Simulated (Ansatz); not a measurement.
# TiN: no result

The cell (2 atoms) is TiN as a measured crystal structure (space group Fm-3m). Source: COD entry 1011102; the sample's temperature and pressure aren't taken into account, and it need not be the stable phase.

Method: DFT, r2SCAN+U, PAW, plane waves, scalar-relativistic (Ansatz).

```yaml
crystal:
  lattice:
    - [0.0, 2.1125, 2.1125]
    - [2.1125, 0.0, 2.1125]
    - [2.1125, 2.1125, 0.0]
  atoms:
    - { symbol: Ti, position: [0.0, 0.0, 0.0], spin: 1.0 }
    - { symbol: "N", position: [0.5, 0.5, 0.5] }
magnetization:
  spin_polarized: true
hamiltonian:
  xc: r2scan
  pseudopotentials: { kind: paw }
  hubbard: { sites: [{ species: Ti, l: d, u_eff: 3.0 }] }
basis:
  ecutwfc: 500
kpoints:
  mp_grid: { grid: [8, 8, 8] }
scf:
  occupations: { method: cold, width: 0.05 }
  lower_state_search: "off"
  max_iter: 100
output:
  forces: true
  stress: true
```

The starting density is a sum of atomic densities.

A small moment in a metal is sensitive to the mesh and the smearing. A static U favours moments and orbital order; the result depends on U and need not be the measured state. With one magnetic atom in the cell its copies can only be parallel; orders in a larger cell may lie lower. Only one magnetic start was run, with no search, so the state need not be the lowest.

Launched as:
```sh
ansatz run input.yaml --threads 2 --pin off --max-ram 5120MiB --backend cpu --events-out ev --progress --plain --runs-dir out
```

Time: 12 s on 2 threads of Arm Neoverse V1, with other jobs on the host, peak memory 0.3 GiB.

```
SCF iter   1: F=—  HF=-2890.282283 eV  |F-HF|=—  |Δ(HF+E_count)|=         —  Δρ=7.97e-2 (↑7.97e-2 ↓5.37e-2)  dr2=2.86e0  dr2_τ=1.18e-1  dr2_m=2.70e-1  M=0.466 μB ∫|m|=0.555 μB  β_m=0.30  ethr=3.10e-3  ⟨swp⟩=4.7  Hψ=3416  notcnv=0
preconditioner: auto → none  [metal: Δε(μ)=0.014 eV  Ē_g=11.798 eV  σ=0.050 eV  W_gap=0.20  n_scr=8 (ndim 8)  ℏωp=25.7 eV  f_vac=0.000  D(μ)=1.11/eV (n_scr^D=14)  sad-step TF]
SCF iter   2: F=—  HF=-2890.077017 eV  |F-HF|=—  |Δ(HF+E_count)|=   2.05e-1  S|Δr|=    0.00e0  Δρ=4.63e-2 (↑4.63e-2 ↓3.32e-2)  dr2=8.27e-1  dr2_τ=9.30e-3  dr2_m=1.25e-1  M=0.469 μB ∫|m|=0.558 μB  β_m=0.30  ethr=3.10e-3  ⟨swp⟩=2.3  Hψ=1703  notcnv=0  defer=26  κ⁻¹=1.0e0(r=1)
SCF iter   3: F=—  HF=-2890.031852 eV  |F-HF|=—  |Δ(HF+E_count)|=   4.52e-2  S|Δr|=    0.00e0  Δρ=2.48e-2 (↑1.86e-2 ↓2.48e-2)  dr2=6.63e-2  dr2_τ=1.16e-2  dr2_m=4.58e-2  M=0.492 μB ∫|m|=0.605 μB  β_m=0.30  ethr=3.10e-3  ⟨swp⟩=2.1  Hψ=1247  notcnv=0  defer=26  κ⁻¹=4.6e-3(r=2)
SCF iter   4: F=—  HF=-2890.101227 eV  |F-HF|=—  |Δ(HF+E_count)|=   6.94e-2  S|Δr|=    0.00e0  Δρ=2.00e-2 (↑2.00e-2 ↓1.29e-2)  dr2=8.40e-2  dr2_τ=2.66e-3  dr2_m=3.33e-2  M=0.480 μB ∫|m|=0.560 μB  β_m=0.30  ethr=3.90e-4  ⟨swp⟩=2.4  Hψ=1553  notcnv=0  defer=26  κ⁻¹=4.7e-4(r=3)
SCF iter   5: F=—  HF=-2890.105654 eV  |F-HF|=—  |Δ(HF+E_count)|=   4.43e-3  S|Δr|=    0.00e0  Δρ=1.02e-2 (↑8.77e-3 ↓1.02e-2)  dr2=3.99e-3  dr2_τ=1.36e-3  dr2_m=1.49e-2  M=0.480 μB ∫|m|=0.569 μB  β_m=0.30  ethr=3.90e-4  ⟨swp⟩=2.1  Hψ=1237  notcnv=0  defer=26  κ⁻¹=1.1e-5(r=4)
SCF iter   6: F=—  HF=-2890.115911 eV  |F-HF|=—  |Δ(HF+E_count)|=   1.03e-2  S|Δr|=    0.00e0  Δρ=8.68e-3 (↑8.68e-3 ↓7.85e-3)  dr2=7.74e-4  dr2_τ=3.81e-4  dr2_m=1.17e-2  M=0.455 μB ∫|m|=0.538 μB  β_m=0.30  ethr=2.35e-5  ⟨swp⟩=2.2  Hψ=1402  notcnv=0  defer=26  κ⁻¹=4.6e-6(r=5)
[... 87 iterations left out ...]
SCF iter  94: F=—  HF=-2890.137361 eV  |F-HF|=—  |Δ(HF+E_count)|=   1.60e-4  S|Δr|=    0.00e0  Δρ=7.28e-4 (↑7.28e-4 ↓6.64e-4)  dr2=1.20e-6  dr2_τ=4.71e-6  dr2_m=8.37e-5  M=0.299 μB ∫|m|=0.319 μB  β_m=1.20  ethr=9.92e-10  ⟨swp⟩=3.7  Hψ=1735  notcnv=0  κ⁻¹=1.5e-10(r=8)
SCF iter  95: F=—  HF=-2890.137334 eV  |F-HF|=—  |Δ(HF+E_count)|=   2.68e-5  S|Δr|=    0.00e0  Δρ=6.57e-4 (↑6.57e-4 ↓5.99e-4)  dr2=9.75e-7  dr2_τ=3.83e-6  dr2_m=6.81e-5  M=0.302 μB ∫|m|=0.322 μB  β_m=1.20  ethr=9.92e-10  ⟨swp⟩=2.0  Hψ=1230  notcnv=0  κ⁻¹=1.1e-10(r=8)
SCF iter  96: F=—  HF=-2890.137283 eV  |F-HF|=—  |Δ(HF+E_count)|=   5.15e-5  S|Δr|=    0.00e0  Δρ=5.09e-4 (↑5.09e-4 ↓4.64e-4)  dr2=5.86e-7  dr2_τ=2.30e-6  dr2_m=4.09e-5  M=0.310 μB ∫|m|=0.329 μB  β_m=1.20  ethr=9.92e-10  ⟨swp⟩=2.6  Hψ=1279  notcnv=0  κ⁻¹=2.8e-10(r=8)
SCF iter  97: F=—  HF=-2890.137368 eV  |F-HF|=—  |Δ(HF+E_count)|=   8.51e-5  S|Δr|=    0.00e0  Δρ=7.46e-4 (↑7.46e-4 ↓6.81e-4)  dr2=1.25e-6  dr2_τ=4.94e-6  dr2_m=8.78e-5  M=0.298 μB ∫|m|=0.318 μB  β_m=1.20  ethr=9.92e-10  ⟨swp⟩=3.0  Hψ=1354  notcnv=0  κ⁻¹=2.3e-10(r=8)
SCF iter  98: F=—  HF=-2890.137245 eV  |F-HF|=—  |Δ(HF+E_count)|=   1.23e-4  S|Δr|=    0.00e0  Δρ=3.98e-4 (↑3.98e-4 ↓3.63e-4)  dr2=3.58e-7  dr2_τ=1.40e-6  dr2_m=2.50e-5  M=0.316 μB ∫|m|=0.335 μB  β_m=1.20  ethr=9.92e-10  ⟨swp⟩=1.0  Hψ=2443  notcnv=0  κ⁻¹=1.3e-10(r=8)
SCF iter  99: F=—  HF=-2890.137322 eV  |F-HF|=—  |Δ(HF+E_count)|=   7.69e-5  S|Δr|=    0.00e0  Δρ=6.23e-4 (↑6.23e-4 ↓5.69e-4)  dr2=8.79e-7  dr2_τ=3.45e-6  dr2_m=6.13e-5  M=0.304 μB ∫|m|=0.324 μB  β_m=1.20  ethr=9.92e-10  ⟨swp⟩=1.0  Hψ=2372  notcnv=0  κ⁻¹=1.7e-10(r=8)
SCF iter 100: F=—  HF=-2890.137280 eV  |F-HF|=—  |Δ(HF+E_count)|=   4.18e-5  S|Δr|=    0.00e0  Δρ=5.02e-4 (↑5.02e-4 ↓4.58e-4)  dr2=5.71e-7  dr2_τ=2.24e-6  dr2_m=3.98e-5  M=0.310 μB ∫|m|=0.329 μB  β_m=1.20  ethr=9.92e-10  ⟨swp⟩=1.0  Hψ=2237  notcnv=0  κ⁻¹=9.1e-11(r=8)
did not converge after 100 iterations: magnetization_residual = 3.98e-5 (threshold 1.00e-7), under the density mixer `broyden`, which `scf.mixing.algorithm: auto` chose by the deck's other keys (type `scf.mixing.algorithm: broyden` to keep it) [...]
```

Q: What is going wrong, and which changes make it converge?

A: The residual first falls (from 2.9e+00 eV) and then wanders between 1e-05 and 4e-04 eV without settling. The test that isn't met at the end is that of the magnetisation (residual 3.98e-5 eV). The setting at fault is “cold smearing, width 0.05 eV”: with the default settings (Broyden mixing, preconditioner none) the same cell converges in 41 iterations, spin-polarised, site moments Ti1 0.24 μB, total 0.34 μB per cell, no gap on the k-mesh. Changes that cure it: Fermi–Dirac smearing of 0.1 eV (20 iterations, free energy shifted by -7.2 meV/atom, zero-width estimate shifted by -0.3 meV/atom, pressure 6.7 GPa against 7.2, moments Ti1 0.15 μB against Ti1 0.24). No help: iteration limit raised to 200 (wanders, last residual 2e-06 eV).
